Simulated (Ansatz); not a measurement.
KTaO3 (cubic perovskite), scan of one atom of the cell

Starting cell, KTaO3 (cubic perovskite):

```xyz
5
Lattice="4.0244 0.0000 0.0000 0.0000 4.0244 0.0000 0.0000 0.0000 4.0244" Properties=species:S:1:pos:R:3 pbc="T T T"
K      0.0000     0.0000     0.0000
Ta     2.0122     2.0122     2.0122
O      0.0000     2.0122     2.0122
O      2.0122     2.0122     0.0000
O      2.0122     0.0000     2.0122
```

Scan: atom 1 (K, nearest neighbour O at 2.846 Å; its periodic images, 4.0 Å or more away, move with it) is displaced along Cartesian x, direction (1.000, 0.000, 0.000) in Cartesian axes, by s. The other atoms stay.

Level of theory: PBE (plane waves to 420 eV, PAW, scalar-relativistic; Ansatz, a program for electronic structure). k mesh 7×7×7 (Γ-centred), Fermi-Dirac smearing 0.05 eV. E stands for the smeared free energy. Compression counts positive. F∥ is the force on the atom along that direction. KTaO3 is run without spin polarisation. KTaO3 was relaxed with its symmetry unable to fall. Spin-orbit coupling is left out, though Ta is heavy. ΔE is measured from the undisplaced structure.

```json
[
 {"s (Å)": "-0.280", "ΔE (meV/cell)": "150.8", "P (GPa)": "1.12", "F∥ (eV/Å)": "1.099"},
 {"s (Å)": "-0.224", "ΔE (meV/cell)": "95.7", "P (GPa)": "0.71", "F∥ (eV/Å)": "0.867"},
 {"s (Å)": "-0.168", "ΔE (meV/cell)": "53.5", "P (GPa)": "0.40", "F∥ (eV/Å)": "0.642"},
 {"s (Å)": "-0.112", "ΔE (meV/cell)": "23.7", "P (GPa)": "0.18", "F∥ (eV/Å)": "0.424"},
 {"s (Å)": "-0.056", "ΔE (meV/cell)": "5.9", "P (GPa)": "0.04", "F∥ (eV/Å)": "0.211"},
 {"s (Å)": "0.000", "ΔE (meV/cell)": "0.0", "P (GPa)": "0.00", "F∥ (eV/Å)": "0.000"},
 {"s (Å)": "0.056", "ΔE (meV/cell)": "5.9", "P (GPa)": "0.04", "F∥ (eV/Å)": "-0.211"},
 {"s (Å)": "0.112", "ΔE (meV/cell)": "23.7", "P (GPa)": "0.18", "F∥ (eV/Å)": "-0.424"},
 {"s (Å)": "0.168", "ΔE (meV/cell)": "53.5", "P (GPa)": "0.40", "F∥ (eV/Å)": "-0.642"},
 {"s (Å)": "0.224", "ΔE (meV/cell)": "95.7", "P (GPa)": "0.71", "F∥ (eV/Å)": "-0.867"},
 {"s (Å)": "0.280", "ΔE (meV/cell)": "150.8", "P (GPa)": "1.12", "F∥ (eV/Å)": "-1.099"}
]
```

Derived quantities:

| Quantity | Result |
|---|---|
| Energy at s = 0.280 Å | 150.8 meV/cell |
| Force along the line at s = -0.280 Å | 1.10 eV/Å |
| Symmetry of the curve | even: the same for both signs |
| Shape of the curve | a single well with its minimum at or next to zero displacement |
| Force constant k = d²E/ds² at s = 0 (finite differences) | 3.76 eV/Å² |
| Harmonic estimate at the end of the scan | ½ks² = 147.5 meV/cell against the computed 150.8 meV/cell, so the well is close to harmonic there |

(A displaced cell: forces are minus the slopes of the energy, force constants its curvatures, and phonons follow from these.)
